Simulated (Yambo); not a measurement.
Material: AlN (wurtzite, space group P6_3mc, No. 186) under isotropic strain of +2 % on all lattice vectors; a = b = 3.175 Å, c = 5.082 Å, α = β = 90.00°, γ = 120.00° (4 atoms in the cell). The PBEsol cell relaxed from Materials Project entry mp-661 was given an isotropic strain of +2 % on all lattice vectors, and the atoms were relaxed again.

With PBEsol (Quantum ESPRESSO, PseudoDojo norm-conserving, 84 Ry, without SOC), the gap between the mesh's edge points (Γ → Γ) is 3.599 eV.

Question: By how much does one-shot G0W0 (Yambo; 6×6×4 Γ-centred k mesh, 77 bands and a 8 Ry block in the screening, 77 bands in G with the Bruneval-Gonze terminator, plasmon pole fitted at 27.2 eV) open this gap, and what gap results?

Answer: The correction is 1.383 eV, giving 4.982 eV, 1.4 times the PBEsol value.  Convergence of the G0W0 settings was not tested.
